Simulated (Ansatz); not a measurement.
CrO2 (rutile, P4_2/mnm) at seven volumes, r²SCAN (plane waves, PAW; program Ansatz), shape and atoms relaxed at each. One row is withheld.

| V (Å³/atom) | P (GPa) |
|---|---|
| 8.565 | 29.94 |
| 8.848 | ? |
| 9.130 | 8.31 |
| 9.412 | 0.00 |
| 9.695 | -6.94 |
| 9.977 | -12.69 |
| 10.260 | -17.40 |

Question: Fit the shown pressures and predict the withheld one.

Answer: P = (3/2)B₀(x^(7/2) − x^(5/2))[1 + (3/4)(B′ − 4)(x − 1)] with x = (V₀/V)^(2/3). Least squares on the six rows gives V₀ = 9.412 Å³/atom, B₀ = 251 GPa, B′ = 4.99. At V = 8.848, x = 1.0421 and P = 18.10 GPa. The run itself gave 18.20 GPa.

Symmetry was held in the r²SCAN relaxation. Magnetic state: ferromagnetic, chosen from 5 collinear starts compared on coarse meshes (ties went to the first, and starts can fall back to one state), not a proven ground state. Textbook magnetic order: ferromagnetic. Other orbital occupations within this spin state were not tried. No Hubbard U is applied.

Potentials: the later of the program's two PAW sets.
